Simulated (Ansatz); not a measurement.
**Clamped-ion strain scan in Ni**

Method: DFT PBEsol, scalar-relativistic, plane waves, PAW in Ansatz 0.2.0. Settings: plane waves to 420 eV, k-mesh 30×30×30 (Γ-centred), Gaussian smearing 0.15 eV. Collinear spins, started from moments 0.6 μB in atom order; the magnetic state may not be the lowest. Energies are free energies at this smearing, counted from the undisturbed cell; pressure is positive in compression.

Reference structure (relaxed at this level; with this scan's settings it stands at 0.2 GPa; this bcc form isn't the usual structure):

```
CELL_PARAMETERS angstrom
-1.37754 1.37754 1.37754
1.37754 -1.37754 1.37754
1.37754 1.37754 -1.37754
ATOMIC_POSITIONS crystal
Ni 0.00000 0.00000 0.00000
```

The cell is strained by ε times the Voigt pattern (1, 1, 0, 0, 0, 0) (xx, yy, zz, yz, xz, xy; engineering shear) with fractional coordinates fixed. The cell is metallic on the mesh throughout.

```csv
ε,ΔE (meV/atom),"stress summed along the pattern (GPa, tension positive)",pressure (GPa),moment (μB/cell)
-0.1000,371.0,-147.96,76.6,0.00
-0.0500,79.2,?,28.7,?
0.0000,0.0,-0.36,0.2,0.52
0.0750,122.4,42.53,-22.5,0.62
```

Question: Give the withheld values.

Answer: stress summed along the pattern (GPa, tension positive) at ε = -0.0500: -54.72; moment (μB/cell) at ε = -0.0500: 0.34.

Cost: 4 runs of about 5.5 core-minutes in all, on Oxide Virtual Turin-like Processor (Zen 5) (shared hosts).